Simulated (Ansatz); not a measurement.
Relaxation of a randomly generated symmetric cell of ZrS2 (space group No. 65); 3 atoms in the cell, which starts as Cmmm (No. 65), oS6; a = 4.337 Å, b = 4.552 Å, c = 6.518 Å, α = β = γ = 90.00°. These are PBEsol (plane waves to 420 eV, PAW, scalar-relativistic; Ansatz, a first-principles code) values and carry that method's errors. Γ-centred k-mesh 7×7×4 on the run's cell (coarser than for final values), Fermi–Dirac smearing 0.05 eV. This is the first round of the run. 

The optimiser's lines from the output (shortened; P is positive under compression):

```
relax step   1: F+E_penalty+E_count = -5895.77560301 eV  Δ(F+E_penalty+E_count) = +0.000e0 eV  max|allowed force component| = 1.335e-31 eV/Å  Δτ_max = 0.0000 Å  P = +2.811 GPa  Ω = 64.340 Å³  (7 SCF iters, dr2 threshold 1.00e-7 eV, accepted)
relax step   2: F+E_penalty+E_count = -5896.19773047 eV  Δ(F+E_penalty+E_count) = -4.221e-1 eV  max|allowed force component| = 2.301e-31 eV/Å  Δτ_max = 0.0000 Å  P = +0.348 GPa  Ω = 63.324 Å³  (6 SCF iters, dr2 threshold 3.00e-7 eV, accepted)
relax step   3: F+E_penalty+E_count = -5896.61879641 eV  Δ(F+E_penalty+E_count) = -4.211e-1 eV  max|allowed force component| = 6.574e-31 eV/Å  Δτ_max = 0.0000 Å  P = -0.185 GPa  Ω = 61.624 Å³  (6 SCF iters, dr2 threshold 3.00e-7 eV, accepted)
relax step   4: F+E_penalty+E_count = -5897.05830283 eV  Δ(F+E_penalty+E_count) = -4.395e-1 eV  max|allowed force component| = 5.822e-30 eV/Å  Δτ_max = 0.0000 Å  P = -0.649 GPa  Ω = 60.242 Å³  (6 SCF iters, dr2 threshold 3.00e-7 eV, accepted)
relax step   5: F+E_penalty+E_count = -5897.44411440 eV  Δ(F+E_penalty+E_count) = -3.858e-1 eV  max|allowed force component| = 1.716e-28 eV/Å  Δτ_max = 0.0000 Å  P = +0.449 GPa  Ω = 58.449 Å³  (6 SCF iters, dr2 threshold 3.00e-7 eV, accepted)
relax step   6: F+E_penalty+E_count = -5897.71358363 eV  Δ(F+E_penalty+E_count) = -2.695e-1 eV  max|allowed force component| = 1.972e-30 eV/Å  Δτ_max = 0.0000 Å  P = +3.703 GPa  Ω = 57.255 Å³  (6 SCF iters, dr2 threshold 3.00e-7 eV, accepted)
relax step   7: F+E_penalty+E_count = -5897.78794158 eV  Δ(F+E_penalty+E_count) = -7.436e-2 eV  max|allowed force component| = 2.498e-30 eV/Å  Δτ_max = 0.0000 Å  P = -0.525 GPa  Ω = 60.824 Å³  (7 SCF iters, dr2 threshold 3.00e-7 eV, accepted)
relax step   8: F+E_penalty+E_count = -5897.79057219 eV  Δ(F+E_penalty+E_count) = -2.631e-3 eV  max|allowed force component| = 0.000e0 eV/Å  Δτ_max = 0.0000 Å  P = +0.323 GPa  Ω = 60.268 Å³  (5 SCF iters, dr2 threshold 3.00e-7 eV, accepted)
relax step   9: F+E_penalty+E_count = -5897.79141658 eV  Δ(F+E_penalty+E_count) = -8.444e-4 eV  max|allowed force component| = 1.315e-30 eV/Å  Δτ_max = 0.0000 Å  P = -0.086 GPa  Ω = 60.396 Å³  (5 SCF iters, dr2 threshold 3.00e-7 eV, accepted)
relax step  10: F+E_penalty+E_count = -5897.79146557 eV  Δ(F+E_penalty+E_count) = -4.899e-5 eV  max|allowed force component| = 1.315e-30 eV/Å  Δτ_max = 0.0000 Å  P = -0.000 GPa  Ω = 60.367 Å³  (4 SCF iters, dr2 threshold 2.01e-7 eV, accepted)
relax step  11: F+E_penalty+E_count = -5897.79438050 eV  Δ(F+E_penalty+E_count) = -2.915e-3 eV  max|allowed force component| = 3.944e-31 eV/Å  Δτ_max = 0.0000 Å  P = +0.071 GPa  Ω = 60.367 Å³  stress off target by 1.50e-1 GPa  SCF on the basis re-selected at this cell (its energy is not comparable with the rows above)  (7 SCF iters)
relax step  12: F+E_penalty+E_count = -5897.79440747 eV  Δ(F+E_penalty+E_count) = -2.698e-5 eV  max|allowed force component| = 5.259e-31 eV/Å  Δτ_max = 0.0000 Å  P = +0.005 GPa  Ω = 60.431 Å³  (5 SCF iters, dr2 threshold 5.65e-8 eV, accepted)
relax step  13: F+E_penalty+E_count = -5897.79441137 eV  Δ(F+E_penalty+E_count) = -3.899e-6 eV  max|allowed force component| = 3.944e-31 eV/Å  Δτ_max = 0.0000 Å  P = +0.006 GPa  Ω = 60.431 Å³  stress off target by 8.59e-3 GPa  SCF on the basis re-selected at this cell (its energy is not comparable with the rows above)  (6 SCF iters)
```

From the first to the last row the energy changes by -0.67 eV/atom and the volume by -6.1 %. The last row is marked as not comparable with the walk above it, whose basis was carried along; it does compare with step 1, since both stand on a basis selected at the nominal cutoff for their own cell.

Later rounds, restarted from the end of this one on a renewed k-mesh, logged 9 more steps. The final structure after all rounds: P4/mmm (No. 123), tP3; a = b = 3.530 Å, c = 4.884 Å, α = β = γ = 90.00°. Between re-selections the logged energies stand on a plane-wave basis carried along with the cell. No spin polarisation in the result. A magnetic state may lie lower.

The run could not lose the symmetry of its start, so the end can be a saddle point.

All atoms sit on sites fixed by symmetry, so only the cell could relax.

The relaxed structure here is a generated cell of ZrS2: the first start was made by a random draw of sites in a space group, and the end was not matched to a known phase here, so it may be hypothetical. Known forms of ZrS2 include space group No. 164.
